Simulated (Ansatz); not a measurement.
# ⁴¹K NMR of the central transition in KAlH6O2F6

Cell: a computed structure from the Materials Project (it need not be an observed phase), taken as it stands.

Space group Pa-3 (No. 205); a = 8.5668 Å.

| site | Wyckoff | site symmetry | x | y | z |
| --- | --- | --- | --- | --- | --- |
| K | 4a | .-3. | 0.5000 | 0.5000 | 0.0000 |
| Al | 4b | .-3. | 0.5000 | 0.0000 | 0.0000 |
| H | 24d | 1 | 0.3618 | 0.8001 | 0.2009 |
| O | 8c | .3. | 0.3046 | 0.6954 | 0.1954 |
| F | 24d | 1 | 0.4512 | 0.9407 | 0.1972 |

One atom of each set is listed.

Computed with Ansatz: DFT, PBE, plane waves and PAW, scalar-relativistic, 420 eV cutoff, Γ-centred 3×3×3 k-points, Fermi–Dirac smearing 0.02 eV.

⁴¹K has I = 3/2 and Q = 73.40 mb (Pyykkö 2018); at 21.1 T its Larmor frequency is ν₀ = 23.0 MHz. Only the quadrupole interaction is simulated: positions count from each site's isotropic chemical shift, and shift anisotropy, dipolar and J coupling are left out.

Task: Give C_Q, η, the quadrupolar product P_Q = |C_Q|(1 + η²/3)^½, the second-order isotropic shift and the breadth of the pattern (static powder) for each K site.

Result: 

| site | first shell | C_Q (MHz) | η | P_Q (MHz) | δ_QIS (ppm) | breadth (kHz) |
| --- | --- | --- | --- | --- | --- | --- |
| K | 6 F at 2.68 Å, 2 O at 2.90 Å | 1.46 | 0.00 | 1.46 | -101 | 12.1 |

δ_QIS = −(ν_Q²/30ν₀²)[I(I+1) − 3/4](1 + η²/3) × 10⁶ ppm with ν_Q = 3|C_Q|/[2I(2I−1)]; it falls as 1/B₀² in ppm, and the breadth as 1/B₀ in kHz.

An axis of threefold or higher order runs through K, so V_zz lies along it and η is zero.

The largest force is 0.3 eV/Å, so the atoms aren't at the calculated equilibrium and relaxing them would move these values.
